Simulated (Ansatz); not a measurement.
Be2C (antifluorite type, space group Fm-3m)

```yaml
crystal:
  lattice:
    - [0.00000, 2.16420, 2.16420]
    - [2.16420, 0.00000, 2.16420]
    - [2.16420, 2.16420, 0.00000]
  atoms:
    - { symbol: Be, position: [0.75000, 0.75000, 0.75000] }
    - { symbol: Be, position: [0.25000, 0.25000, 0.25000] }
    - { symbol: C, position: [0.00000, 0.00000, 0.00000] }
```

This relaxed cell (volume V₀) is scaled evenly in all directions, its shape held. Symmetry pins the atoms to their sites.

The numbers are results of PBE (plane waves to 420 eV, PAW, scalar-relativistic; Ansatz, a first-principles code), not measurements. k mesh 13×13×13 (Γ-centred), Fermi-Dirac smearing 0.05 eV. Compression counts positive. Be2C was relaxed with its symmetry unable to fall.

At one point of the scan the stress tensor (GPa) is:

```
   -7.4      0.0      0.0
    0.0     -7.4      0.0
    0.0      0.0     -7.4
```

Q: Which point is it?
(A) V/V₀ = 1.160
(B) V/V₀ = 1.120
(C) V/V₀ = 1.080
(D) V/V₀ = 1.040

A: D, V/V₀ = 1.040

(A scan under strain: stresses follow from slopes of the energy per volume, elastic moduli from its curvatures.)
